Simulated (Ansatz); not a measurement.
Here is the system:

Cr:
```cif
data_Cr2
_chemical_formula_sum 'Cr2'
_space_group_name_H-M_alt 'Im-3m'
_space_group_IT_number 229
_space_group_name_Hall '-I 4 2 3'
_cell_length_a 2.81430
_cell_length_b 2.81430
_cell_length_c 2.81430
_cell_angle_alpha 90.000
_cell_angle_beta 90.000
_cell_angle_gamma 90.000
loop_
_atom_site_label
_atom_site_type_symbol
_atom_site_symmetry_multiplicity
_atom_site_Wyckoff_symbol
_atom_site_fract_x
_atom_site_fract_y
_atom_site_fract_z
_atom_site_occupancy
Cr1 Cr 2 a 0.00000 0.00000 0.00000 1
```
(The calculation used a cell of 1 atom; values per cell refer to that cell.)

This is the PBEsol-relaxed structure.

Q: All from the program Ansatz at the PBEsol level (PAW), unless another level is named. Estimate the Young's modulus.

A: 346 GPa.

Q: Give the elastic constants (relaxed ions, GPa).

A: C11 = 534, C12 = 156, C44 = 105.

Symmetry was held in the PBEsol relaxation. The workflow began spin-polarised and lost its moments. Textbook magnetic order: a spin-density-wave antiferromagnet. As this level gives no gap, shear constants depend on the k-mesh and smearing (Fermi–Dirac, 0.1 eV here).

Potentials: the earlier of the program's two PAW sets.
